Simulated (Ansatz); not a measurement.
H2O on the (101) surface of Bi, space group R-3m (No. 166) (top face towards +c; held atoms: 1, 2, 3, 4, 5, 6, 7, 8), one molecule per 74.4 Å². Starting structure (heteroatom down, lowest atom O over a top Bi site; the molecule's atoms stand last):

```
CELL_PARAMETERS angstrom
9.06518 0.00000 0.00000
-4.53259 8.20233 0.00000
0.00000 0.00000 24.09064
ATOMIC_POSITIONS crystal
Bi 0.48608 0.47215 0.33208
Bi 0.48608 0.97215 0.33208
Bi 0.98608 0.47215 0.33208
Bi 0.98608 0.97215 0.33208
Bi 0.66661 0.33321 0.40531
Bi 0.66661 0.83321 0.40531
Bi 0.16661 0.33321 0.40531
Bi 0.16661 0.83321 0.40531
Bi 0.82046 0.64092 0.50072
Bi 0.82046 0.14092 0.50072
Bi 0.32046 0.64092 0.50072
Bi 0.32046 0.14092 0.50072
Bi 0.98648 0.47296 0.56629
Bi 0.98648 0.97296 0.56629
Bi 0.48648 0.47296 0.56629
Bi 0.48648 0.97296 0.56629
O 0.98648 0.47296 0.67587
H 0.08412 0.50646 0.70103
H 0.88884 0.43946 0.70103
```

Level of theory: DFT PBE+D3(BJ), scalar-relativistic, plane waves, PAW in Ansatz. Plane waves to 420 eV, a k mesh through Γ of 3×3×1 on the computed 19-atom cell and Gaussian smearing (0.10 eV); no spin polarisation. The cell repeats along c with a dipole correction in the vacuum.

E_ads is per molecule, from the clean relaxed slab and the free relaxed molecule; negative means bound; no zero-point or thermal terms, forces under 0.04 eV/Å, and the free molecule is spin-polarised where open-shell. Heights count from the highest slab atom.

(1) How strongly does it adsorb?

(2) Does the molecule survive, and how close does it come to the surface?

(3) How does the dipole along +c change?

Each end is the local minimum that its start leads to.

Results:

(1) -0.09 eV.

(2) It stays whole. Its lowest atom lies 3.46 Å over the highest slab atom; shortest contacts O–Bi 3.54 Å.

(3) The dipole changes by +0.023 e·Å a cell.